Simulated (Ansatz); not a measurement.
HfSiO$_{4}$:
```cif
data_Hf4O16Si4
_chemical_formula_sum 'Hf4 Si4 O16'
_space_group_name_H-M_alt 'I41/amd :1'
_space_group_IT_number 141
_space_group_name_Hall 'I 4bw 2bw -1bw'
_cell_length_a 6.58335
_cell_length_b 6.58335
_cell_length_c 5.96696
_cell_angle_alpha 90.000
_cell_angle_beta 90.000
_cell_angle_gamma 90.000
loop_
_atom_site_label
_atom_site_type_symbol
_atom_site_symmetry_multiplicity
_atom_site_Wyckoff_symbol
_atom_site_fract_x
_atom_site_fract_y
_atom_site_fract_z
_atom_site_occupancy
Hf1 Hf 4 a 0.00000 0.00000 0.00000 1
Si1 Si 4 b 0.00000 0.00000 0.50000 1
O1 O 16 h 0.31522 0.00000 0.06810 1
```
(The calculation used a cell of 12 atoms; values per cell refer to that cell.)

Relaxed with PBEsol.

**Question.** Give the optical modes at the zone centre with their infrared activity from DFPT, PBEsol in the plane-wave PAW code Ansatz.

**Answer.** Transverse frequencies, without the LO–TO term; a row sums one degenerate level.

```
ω (cm⁻¹)  degeneracy  IR ((D/Å)²/amu)     activity  symmetry
--------  ----------  ---------------  -----------  --------
135                1             0.00  IR-inactive       B1u
154                1             0.00  IR-inactive       B1g
161                2             0.00  IR-inactive        Eg
205                2             0.00  IR-inactive        Eg
243                2            42.22           IR        Eu
244                1             0.00  IR-inactive       A2g
253                1             0.00  IR-inactive       B2g
289                1            31.70           IR       A2u
340                2             0.00  IR-inactive        Eg
371                2            11.05           IR        Eu
390                1             0.00  IR-inactive       B1g
392                1             0.00  IR-inactive       A1u
409                2             5.33           IR        Eu
431                1             0.00  IR-inactive       A1g
522                2             0.00  IR-inactive        Eg
554                1             0.00  IR-inactive       B2u
578                1            14.28           IR       A2u
618                1             0.00  IR-inactive       B1g
859                2           115.70           IR        Eu
914                2             0.00  IR-inactive        Eg
927                1             0.00  IR-inactive       B2u
958                1             0.00  IR-inactive       A1g
971                1            48.51           IR       A2u
1007               1             0.00  IR-inactive       B1g
```

**Question.** How high does the top mode go among those that the LO–TO term moves?

**Answer.** 1009 cm⁻¹ for q along x, 1009 cm⁻¹ for q along y, 1086 cm⁻¹ for q along z.

Space group I4_1/amd. Symmetry was held in the PBEsol relaxation. No spin polarisation was allowed. Spin–orbit coupling is left out wherever it is not named.

Potentials: the earlier of the program's two PAW sets. The files were generated under PBE; for other functionals the program regenerates the frozen cores, and for LDA and PBEsol the local potential too.
